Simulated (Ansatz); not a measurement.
# Na₂Al₂B₂O₇: a run for the field gradients

```yaml
crystal:
  lattice:
    - [4.8113, 0.0, 0.0]
    - [-2.40565, 4.1667080252, 0.0]
    - [0.0, 0.0, 15.2781]
  atoms:
    - { symbol: Na, position: [0.0, 0.0, 0.0] }
    - { symbol: Na, position: [0.0, 0.0, 0.5] }
    - { symbol: Na, position: [0.0, 0.0, 0.25] }
    - { symbol: Na, position: [0.0, 0.0, 0.75] }
    - { symbol: Al, position: [0.3333333333, 0.6666666667, 0.6372062719] }
    - { symbol: Al, position: [0.3333333333, 0.6666666667, 0.8627937281] }
    - { symbol: Al, position: [0.6666666667, 0.3333333333, 0.3627937281] }
    - { symbol: Al, position: [0.6666666667, 0.3333333333, 0.1372062719] }
    - { symbol: B, position: [0.3333333333, 0.6666666667, 0.1023707842] }
    - { symbol: B, position: [0.3333333333, 0.6666666667, 0.3976292158] }
    - { symbol: B, position: [0.6666666667, 0.3333333333, 0.8976292158] }
    - { symbol: B, position: [0.6666666667, 0.3333333333, 0.6023707842] }
    - { symbol: O, position: [0.9597879545, 0.6121101412, 0.8975978309] }
    - { symbol: O, position: [0.3878898588, 0.3476778134, 0.8975978309] }
    - { symbol: O, position: [0.6523221866, 0.0402120455, 0.8975978309] }
    - { symbol: O, position: [0.3878898588, 0.0402120455, 0.6024021691] }
    - { symbol: O, position: [0.6523221866, 0.6121101412, 0.6024021691] }
    - { symbol: O, position: [0.9597879545, 0.3476778134, 0.6024021691] }
    - { symbol: O, position: [0.0402120455, 0.3878898588, 0.1024021691] }
    - { symbol: O, position: [0.6121101412, 0.6523221866, 0.1024021691] }
    - { symbol: O, position: [0.3476778134, 0.9597879545, 0.1024021691] }
    - { symbol: O, position: [0.6121101412, 0.9597879545, 0.3975978309] }
    - { symbol: O, position: [0.3476778134, 0.3878898588, 0.3975978309] }
    - { symbol: O, position: [0.0402120455, 0.6523221866, 0.3975978309] }
    - { symbol: O, position: [0.6666666667, 0.3333333333, 0.25] }
    - { symbol: O, position: [0.3333333333, 0.6666666667, 0.75] }
kpoints:
  mp_grid: { grid: [5, 5, 2] }
scf:
  occupations: { method: fermi_dirac, width: 0.02 }
  max_iter: 75
hamiltonian:
  xc: pbe
  pseudopotentials: { kind: paw }
output:
  forces: true
  stress: true
  populations: true
  efg:
    quadrupole_moments_barn: { Na: 0.104, Al: 0.1466, B: 0.04059, O: -0.02558 }
    contact_densities: true
basis:
  ecutrho_ratio: 0
```

```sh
ansatz run input.yaml --threads 1 --pin off --max-ram 2560MiB --backend cpu --events-out ev --progress --plain --runs-dir out
```

(1) Does this calculation finish, and if not, why?

Answers

(1) The input was rejected before any iteration. The input holds a density cutoff far too low. The program says:

```
Error: invalid value for `basis.ecutrho_ratio`: must be in [1, 1024]; got 0
```

Against a sound input the change was `basis.ecutrho_ratio`: not typed → 0; `scf.max_iter`: not typed → 75.

With the sound settings the run converges and gives V_zz (10²¹ V/m²) Na1 -1.08 (η 0.00), Na3 -0.15 (η 0.00), Al -0.38 (η 0.00), B 2.52 (η 0.00), O13 6.57 (η 0.70), O25 3.27 (η 0.00); a site carries the number of its first atom in the input. These hold for the positions as typed, which a relaxation reached. The database entry as given showed forces above 3 eV/Å or a pressure above 30 GPa, though relaxing it moves no atom far.
